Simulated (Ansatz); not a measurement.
AlRu (CsCl type, Pm-3m) under volume change, the program Ansatz at the PBEsol level (PAW), scaled uniformly.

```tsv
V (Å³/atom)	E − E(relaxed) (meV/atom)	P (GPa)
11.996	86.6	25.42
12.391	36.3	15.55
12.787	8.6	7.15
13.182	0.0	0.01
13.577	7.7	-6.07
13.973	29.2	-11.24
14.368	62.5	-15.63
```

Q: What does a third-order Birch–Murnaghan fit give for V₀, B₀ and B′?

A: V₀ = 13.18 Å³/atom, B₀ = 219 GPa, B′ = 4.4.

The cell was relaxed with PBEsol under the symmetry of its start. The run is not spin-polarised.

Potentials: the later of the program's two PAW sets.
